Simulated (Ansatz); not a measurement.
As:
```xyz
1
Lattice="2.6889 0.0000 0.0000 0.0000 2.6889 0.0000 0.0000 0.0000 2.6889" Properties=species:S:1:pos:R:3 pbc="T T T"
As     1.3445     1.3445     1.3445
```

Relaxed with PBEsol. Special points in fractions of this cell's reciprocal vectors: Γ (0.000, 0.000, 0.000); X (0.000, 0.500, 0.000); M (0.500, 0.500, 0.000); R (0.500, 0.500, 0.500).

Task: List the band energies nearest the Fermi level at these points for PBEsol with spin–orbit coupling (plane waves, PAW; program Ansatz).

Result: In eV from the Fermi level; about four levels below and three above (degenerate sets whole), none deeper than 8.9 eV; points with the same levels are listed once.

```
k                    below                          above
-  -----------------------  -----------------------------
Γ                        –  3.96 3.96 4.42 4.42 4.42 4.42
X              -7.03 -7.03            6.43 6.43 6.81 6.81
M  -4.38 -4.38 -4.19 -4.19            2.42 2.42 8.85 8.85
R  -1.66 -1.66 -1.66 -1.66            5.96 5.96 5.96 5.96
```

Space group Pm-3m. The workflow started from a Materials Project entry (that database holds measured and hypothetical structures alike); the Crystallography Open Database copy checked does not list it. It is not the phase usual at ambient conditions (space group No. 166). Symmetry was held in the PBEsol relaxation; whether a distortion lowers the energy is not shown.

Potentials: the later of the program's two PAW sets.
